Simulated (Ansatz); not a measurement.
Density of states of a Cd₃Pt cell (a random packing after short dynamics, relaxed), per eV and atom, broadened by Gaussian smearing of width 0.1 eV and averaged over bins of 0.2 eV, from 8 eV under the Fermi level at most up to where the solved bands end.

These are results of DFT PBEsol, scalar-relativistic, plane waves, PAW in Ansatz 0.2.0, not measurements.

Plane waves to 420 eV, a k mesh through Γ of 2×3×3 on the computed 24-atom cell and Gaussian smearing (0.10 eV); no spin polarisation.

```xyz
24
Lattice="7.7703 0.2549 -0.3013 0.2426 7.5933 -0.2241 -0.3109 -0.2442 7.7714" Properties=species:S:1:pos:R:3 pbc="T T T"
Cd    2.6360    2.4271    3.1823
Cd    1.6171    0.9634    0.6120
Cd    5.2820    3.8221    3.3233
Cd    4.0604    7.5246    2.0174
Cd    1.2558    7.0374    2.8660
Cd    2.5838    1.2136    5.8136
Cd    5.0382    7.4648    6.7865
Cd    1.7052    4.1339    5.3250
Cd    1.1582    4.0929    0.2257
Cd    6.5615    5.0278    5.7254
Cd    3.7821    6.0450    4.5784
Cd    6.4896    2.1791    6.9499
Cd    0.2407    4.2953    2.8565
Cd    3.9308    2.7820    0.6105
Cd    0.6171    6.9018    5.7002
Cd    5.5416    5.2426    0.7625
Cd    6.3419    1.3288    1.8954
Cd   -0.0661    1.8562    4.5803
Pt    5.0398    1.3182    4.5389
Pt    4.2854    3.5810    5.9893
Pt    6.3398    6.5612    3.3632
Pt    2.8306    5.8293    7.2530
Pt    7.6859    6.8784    0.1668
Pt    2.9737    4.9645    2.1020
```

```
E − E_F (eV) total Pt 5d Cd 5s Pt 6s Cd 4d
       -7.95  0.555  0.002  0.078  0.025  0.447
       -7.75  0.163  0.001  0.090  0.030  0.040
       -7.55  0.152  0.002  0.088  0.028  0.031
       -7.35  0.103  0.001  0.064  0.017  0.019
       -7.15  0.112  0.002  0.070  0.020  0.018
       -6.95  0.147  0.003  0.093  0.027  0.021
       -6.75  0.150  0.005  0.093  0.030  0.020
       -6.55  0.153  0.006  0.100  0.024  0.019
       -6.35  0.131  0.007  0.088  0.019  0.015
       -6.15  0.192  0.013  0.118  0.036  0.020
       -5.95  0.233  0.021  0.135  0.047  0.023
       -5.75  0.269  0.031  0.150  0.054  0.025
       -5.55  0.310  0.038  0.176  0.057  0.028
       -5.35  0.244  0.040  0.135  0.039  0.020
       -5.15  0.305  0.054  0.181  0.032  0.025
       -4.95  0.272  0.060  0.152  0.025  0.021
       -4.75  0.304  0.078  0.156  0.031  0.023
       -4.55  0.415  0.169  0.172  0.025  0.028
       -4.35  0.674  0.364  0.205  0.033  0.039
       -4.15  0.689  0.429  0.157  0.035  0.035
       -3.95  0.718  0.465  0.140  0.040  0.035
       -3.75  0.682  0.473  0.105  0.036  0.030
       -3.55  0.751  0.575  0.073  0.031  0.029
       -3.35  0.908  0.703  0.082  0.033  0.035
       -3.15  0.826  0.654  0.058  0.029  0.030
       -2.95  1.006  0.817  0.061  0.029  0.037
       -2.75  1.226  1.006  0.068  0.039  0.044
       -2.55  1.189  0.978  0.066  0.039  0.041
       -2.35  1.116  0.914  0.065  0.038  0.035
       -2.15  0.999  0.777  0.077  0.044  0.030
       -1.95  0.704  0.511  0.078  0.033  0.019
       -1.75  0.727  0.511  0.084  0.037  0.017
       -1.55  0.697  0.479  0.092  0.040  0.015
       -1.35  0.610  0.354  0.106  0.042  0.013
       -1.15  0.515  0.252  0.115  0.033  0.011
       -0.95  0.425  0.160  0.106  0.028  0.009
       -0.75  0.375  0.125  0.098  0.027  0.008
       -0.55  0.371  0.104  0.105  0.028  0.007
       -0.35  0.287  0.077  0.085  0.024  0.006
       -0.15  0.280  0.059  0.077  0.024  0.005
        0.05  0.361  0.064  0.104  0.028  0.006
        0.25  0.342  0.055  0.092  0.023  0.006
        0.45  0.364  0.056  0.087  0.020  0.005
        0.65  0.280  0.036  0.059  0.018  0.004
        0.85  0.260  0.029  0.063  0.025  0.004
        1.05  0.334  0.038  0.087  0.037  0.005
        1.25  0.222  0.025  0.079  0.021  0.003
        1.45  0.331  0.036  0.119  0.031  0.005
        1.65  0.277  0.032  0.101  0.026  0.004
        1.85  0.396  0.034  0.131  0.039  0.005
```

The columns after the total are the largest Löwdin projections on the valence shells of the potentials, so they needn't add up, and the weight of a shell that a potential lacks goes to other orbitals. The cell has no gap on the mesh.

The relaxation stopped before its thresholds.

The k mesh is coarse. Spin-orbit coupling is left out, which matters for the bands of heavy elements.

Cost: 2 runs of about 20 core-minutes in all (earlier runs that led there not counted), on Arm Neoverse V2 (shared hosts).